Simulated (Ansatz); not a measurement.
Be$_{2}$C (fluorite or antifluorite type, space group No. 225) at seven volumes, plane-wave PAW LDA (Ansatz code), scaled uniformly. One row is withheld.

```
V (Å³/atom)  P (GPa)
-----------  -------
5.897          24.06
6.091          14.92
6.286           6.95
6.480           0.00
6.675          -6.09
6.869              ?
7.063         -16.07
```

### Question
Fit the shown pressures and predict the withheld one.

### Answer
P = (3/2)B₀(x^(7/2) − x^(5/2))[1 + (3/4)(B′ − 4)(x − 1)] with x = (V₀/V)^(2/3). Least squares on the six rows gives V₀ = 6.480 Å³/atom, B₀ = 217 GPa, B′ = 3.48. At V = 6.869, x = 0.9619 and P = -11.43 GPa. The run itself gave -11.41 GPa.

Space group Fm-3m (fluorite or antifluorite type). Symmetry was held in the LDA relaxation; phonons on a q-mesh show no instability.

Potentials: the later of the program's two PAW sets.
